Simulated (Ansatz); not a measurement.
TaP in space group P-6m2 (No. 187; Ta on 1e, P on 1b) under volume change, DFT-LDA in the program Ansatz with PAW potentials, shape and atoms relaxed at each volume.

```json
[
 {"V (Å³/atom)": "13.839", "E − E(relaxed) (meV/atom)": "98.3", "P (GPa)": "24.91"},
 {"V (Å³/atom)": "14.295", "E − E(relaxed) (meV/atom)": "41.3", "P (GPa)": "15.32"},
 {"V (Å³/atom)": "14.751", "E − E(relaxed) (meV/atom)": "9.8", "P (GPa)": "7.07"},
 {"V (Å³/atom)": "15.207", "E − E(relaxed) (meV/atom)": "0.0", "P (GPa)": "-0.01"},
 {"V (Å³/atom)": "15.664", "E − E(relaxed) (meV/atom)": "8.9", "P (GPa)": "-6.05"},
 {"V (Å³/atom)": "16.120", "E − E(relaxed) (meV/atom)": "33.7", "P (GPa)": "-11.24"},
 {"V (Å³/atom)": "16.576", "E − E(relaxed) (meV/atom)": "72.2", "P (GPa)": "-15.71"}
]
```

Problem. What does a third-order Birch–Murnaghan fit give for V₀, B₀ and B′?

Solution. V₀ = 15.21 Å³/atom, B₀ = 218 GPa, B′ = 4.1.

The first step of the workflow began from a Materials Project structure, measured or hypothetical; the Crystallography Open Database copy checked does not list it. COD files the formula under space group No. 141. Its standing as an ambient phase is unchecked. The cell was relaxed with LDA under the symmetry of its start; its stability against distortions is not shown here. No spin polarisation was allowed. Scalar-relativistic: spin–orbit coupling is off unless named, which matters more the heavier the elements.

Potentials: the earlier of the program's two PAW sets. The files were generated under PBE; for other functionals the program regenerates the frozen cores, and for LDA and PBEsol the local potential too.
